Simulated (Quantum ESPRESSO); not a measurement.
# GeGa3N3C: convergence and cost over cutoff and k mesh

Computed values, not a measurement. The program is pw.x of Quantum ESPRESSO 7.5 (plane-wave density functional theory). The cell is made up: 8 atoms on a wurtzite lattice, with randomly drawn elements, strain and displacements, not relaxed. PseudoDojo standard norm-conserving files (v0.5 for PBE, v0.4.1 for LDA and PBEsol) set the functional; there is no spin polarisation, spin-orbit coupling or dispersion term, and the masses in the input are unused placeholders.

Input of the run in row 4:

```
&control calculation='scf', pseudo_dir='./dojo.nc.sr.pbe.v0_5.standard.upf', outdir='./o', disk_io='medium', tprnfor=.true., tstress=.true. /
&system ibrav=0, nat=8, ntyp=4, nbnd=42, ecutwfc=84.00895049, nosym=.true., tot_charge=0,
 occupations='smearing', smearing='fd', degauss=0.0018374661
/
&electrons conv_thr=7.350e-09, electron_maxstep=60, /
ATOMIC_SPECIES
C 1.0 C.upf
Ga 1.0 Ga.upf
Ge 1.0 Ge.upf
N 1.0 N.upf
CELL_PARAMETERS angstrom
3.2312 0.0449 0.0425
0.0778 5.7171 -0.0563
0.0694 -0.0531 5.3685
ATOMIC_POSITIONS angstrom
Ge -0.1386 -0.0593 0.0347
Ga 1.5216 2.8088 0.0216
Ga 1.6708 0.9369 2.5424
Ga 0.0665 3.6682 2.6117
N 0.0942 -0.1626 1.9465
N 1.5794 2.7515 1.8611
C 1.742 0.7555 4.6434
N 0.1645 3.5959 4.6676
K_POINTS automatic
5 4 4 1 1 1
```

The same cell was run at these settings. Meshes are shifted by half a step, and differences are from the last row, which is itself not exact.

```
cutoff (eV)     k mesh  k points solved  threshold (eV)  free energy less the last row's (eV)  pressure (GPa)  largest stress difference (GPa)  largest force difference (eV/Å)  iterations  wall time (s)  k-point pools                  processor
        800  2 x 2 x 2                4           1e-04                                 2.451          -57.89                            59.48                            0.178           8             38              1      AMD EPYC, Zen 5 class
       1143  2 x 2 x 2                4           1e-07                                -0.982           -2.97                             5.05                            0.188          12             55              1      AMD EPYC, Zen 5 class
        771  5 x 4 x 4               40           1e-07                                 5.818          -86.98                            85.07                            0.029          12            194              1      AMD EPYC, Zen 5 class
       1143  5 x 4 x 4               40           1e-07                                -0.014           -2.20                             0.06                            0.017          13            460              1      AMD EPYC, Zen 5 class
       1437  7 x 6 x 6              126           1e-07                                 0.000           -2.21                             0.00                            0.000          13            460              4  Intel Xeon, 2023 or later
```

Each pool is one process. Wall times include start-up and a band step at six k points, which weighs most on the coarsest meshes. The runs were on shared virtual cores whose load varied, so times are rough.